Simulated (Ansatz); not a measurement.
Q: Sc (hcp (Mg type), space group No. 194) is relaxed with DFT-LDA in the program Ansatz with PAW potentials. What lattice parameters of the conventional cell result?

A: a = 3.230 Å, c = 4.985 Å.

Its a lies over 2 % below tabulated measurements.

Space group P6_3/mmc (hcp (Mg type)). Symmetry was held in the LDA relaxation. The run is not spin-polarised. Axis ratios of metals converge slowly with the k-mesh, so a and c are less sure than the volume.

Potentials: the later of the program's two PAW sets.
